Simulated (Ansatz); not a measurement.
Si3W5:
```xyz
16
Lattice="-4.7982 4.7982 2.4644 4.7982 -4.7982 2.4644 4.7982 4.7982 -2.4644" Properties=species:S:1:pos:R:3 pbc="T T T"
Si     0.0000     0.0000     3.6967
Si     0.0000     0.0000     1.2322
Si     3.1856     1.6126     0.0000
Si     1.6126     3.1856     2.4644
Si     3.1856    -1.6126     2.4644
Si     1.6126     6.4109     0.0000
W      4.0756     2.6481     2.4644
W      0.7226     2.1502     0.0000
W     -2.6481     4.0756     2.4644
W      7.4463     0.7226     0.0000
W     -0.7226     2.1502     2.4644
W      5.5208     2.6481     0.0000
W      2.1502     0.7226     2.4644
W      2.6481     4.0756     0.0000
W      0.0000     4.7982     1.2322
W      4.7982     0.0000     1.2322
```

Relaxed with PBEsol. Special points in fractions of this cell's reciprocal vectors: Γ (0.000, 0.000, 0.000); X (0.000, 0.000, 0.500); M (-0.500, 0.500, 0.500); Z (0.316, 0.316, -0.316); Z0 (-0.316, 0.684, 0.316); P (0.250, 0.250, 0.250); N (0.000, 0.500, 0.000).

**Question.** List the band energies nearest the Fermi level at these points for plane-wave PAW PBEsol with spin–orbit coupling (Ansatz code).

**Answer.** In eV from the Fermi level; about four levels below and three above (degenerate sets whole), none deeper than 8.9 eV; points with the same levels are listed once.

```json
[
 {"k": "Γ", "below": "-0.43 -0.43 -0.35 -0.35", "above": "0.20 0.20 0.38 0.38"},
 {"k": "X", "below": "-0.50 -0.50 -0.26 -0.26", "above": "0.17 0.17 0.30 0.30"},
 {"k": "M", "below": "-0.32 -0.32 -0.04 -0.04", "above": "0.14 0.14 0.14 0.14"},
 {"k": "Z", "below": "-0.49 -0.49 -0.03 -0.03", "above": "0.11 0.11 0.13 0.13"},
 {"k": "P", "below": "-0.29 -0.29 -0.29 -0.29", "above": "0.28 0.28 0.28 0.28"},
 {"k": "N", "below": "-0.53 -0.53 -0.53 -0.53", "above": "0.21 0.21 0.21 0.21"}
]
```

Space group I4/mcm. The workflow started from a Materials Project entry (that database holds measured and hypothetical structures alike); the Crystallography Open Database copy checked does not list it. Its standing as an ambient phase is unchecked. Symmetry was held in the PBEsol relaxation; whether a distortion lowers the energy is not shown. The run is not spin-polarised.

Potentials: the later of the program's two PAW sets.
